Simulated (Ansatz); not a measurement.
ZrPbO₃ (space group Amm2)

```
CELL_PARAMETERS angstrom
      4.11534     0.00000     0.00000
      0.00000     2.93080     2.99756
      0.00000    -2.93080     2.99756
ATOMIC_POSITIONS crystal
  Zr 0.50000 0.50765 0.50765
  Pb 0.00000 0.95022 0.95022
  O  0.50000 0.02932 0.56186
  O  0.50000 0.56186 0.02932
  O  0.00000 0.55794 0.55794
```

Equation-of-state scan: isotropic scaling of the cell above, V₀ being its volume. The atoms relax within the cell's symmetry.

Computed with PBEsol (plane waves to 420 eV, PAW, scalar-relativistic; Ansatz, an electronic-structure program). k mesh 8×8×8 (Γ-centred), Fermi-Dirac smearing 0.05 eV. E stands for the smeared free energy. Compression counts positive. With the shape held, the modulus is that of even scaling; a crystal free to change shape is softer. Spin-orbit coupling is left out, though Pb is heavy. This is one of several known forms of ZrPbO3; the measured ambient cells at hand have space group No. 55. ZrPbO3 is run without spin polarisation. ZrPbO3 was relaxed with its symmetry unable to fall. The zero of ΔE is the relaxed starting cell.

```csv
V (Å³/atom),ΔE (meV/atom)
13.016,withheld
13.377,39.9
13.739,16.9
14.100,4.0
14.462,0.0
14.823,3.6
15.185,13.8
15.546,29.6
15.908,49.9
```

Fit a third-order Birch-Murnaghan form (E₀, V₀, B₀, B₀′ free) to the given rows and predict ΔE at V = 13.016.

Least squares on the 8 given rows: ΔE = E₀ + (9V₀B₀/16)·y²·[2 + (B₀′ − 4)y], y = (V₀/V)^(2/3) − 1, with V₀ = 14.461 Å³/atom, B₀ = 134.2 GPa (160.2 GPa = 1 eV/Å³; the term in eV is multiplied by 1000), B₀′ = 5.14, E₀ = 0.04 meV/atom; root-mean-square residual 0.07 meV/atom. At 13.016 the fit gives 75.1 meV/atom; the calculation gives 74.6 meV/atom, so the extrapolation is off by 0.5 (+0.7 %). For the pressure the fit gives 18.5 GPa against the computed 18.2 GPa.

(A scan under strain: stresses follow from slopes of the energy per volume, elastic moduli from its curvatures.)
